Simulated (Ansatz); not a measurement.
# Notes on CaHBr

```xyz
6
Lattice="3.8698 0.0000 0.0000 0.0000 3.8698 0.0000 0.0000 0.0000 8.4991" Properties=species:S:1:pos:R:3 pbc="T T T"
Ca    0.0000    1.9349    1.3599
Ca    1.9349    0.0000    7.1392
H     0.0000    0.0000    0.0000
H     1.9349    1.9349    0.0000
Br    0.0000    1.9349    5.7369
Br    1.9349    0.0000    2.7622
```

The numbers come from plane-wave PAW DFT (Ansatz): r2SCAN, spin-orbit coupling, 500 eV, 7×7×3 Γ-centred k points, cold occupations (width 0.0156 eV). Nothing was relaxed.

The state carries no moments; the state need not be the lowest.

Where is the largest force?

The largest is on Br5 (and as large on other atoms): 0.26 eV/Å, components (0.00, 0.00, 0.26). It makes 63° with the line to a nearest neighbour, Ca2 at 3.07 Å.

Which element gives electrons and which takes them?

Bader charges in e: Ca +1.55, H -0.75, Br -0.80. In the mean Ca gives up most and Br takes most.

Is there a gap, and of what kind?

The gap is 4.42 eV, direct at the points sampled. A semilocal functional usually gives too small a gap.

What is the formation energy?

-1.52 eV an atom against the elements' usual phases (free molecules for gases, crystals otherwise, with no correction for O₂ or N₂), so it is bound against them; other compounds may still compete. Relaxing would lower it.

What does the stress say?

The pressure is -2.0 GPa (compression positive), so with the atoms held at these fractions the cell would first shrink.

Origin: a known structure type with other elements, at an estimated volume, so it need not be a known compound.
